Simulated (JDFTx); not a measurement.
Reference run:

| Item | Result |
|---|---|
| surface | Ni(100) |
| bulk | Ni, Fm-3m, lattice of mp-23 (not re-optimised) |
| slab | 5 atoms in 5 planes, 1x1, 7.0 Å between the outermost planes |
| in-plane cell | 2.457 × 2.457 Å, 6.04 Å² |
| cell height | 23.0 Å |
| sampling | 10×10×1 k mesh, Fermi smearing 0.004 Ha, spin-polarised from a ferromagnetic start |

Reference level: PBE, GBRV ultrasoft potentials, plane waves to 20/100 Ha, in a modified build of JDFTx. Unrelaxed; liquid: CANDLE, water, 1 M KF. Potentials refer to SHE, placed 4.44 V below the bulk liquid's zero by convention.

```
Fermi smearing width  work function (eV)  U_pzc (V)  k states × plane waves  cycles, vacuum run  rough core time, vacuum run
--------------------  ------------------  ---------  ----------------------  ------------------  ---------------------------
0.005 Ha                            4.91       0.16               42 × 4004                  33                        7 min
0.004 Ha                            4.92       0.17               42 × 4004                  37                        7 min
0.003 Ha                            4.93       0.18               42 × 4004                  36                        7 min
```

The work function stays within 0.02 eV over all these settings; capacitances repeat to about ±0.2 μF/cm². Core times come from shared machines and are rough, one run each.
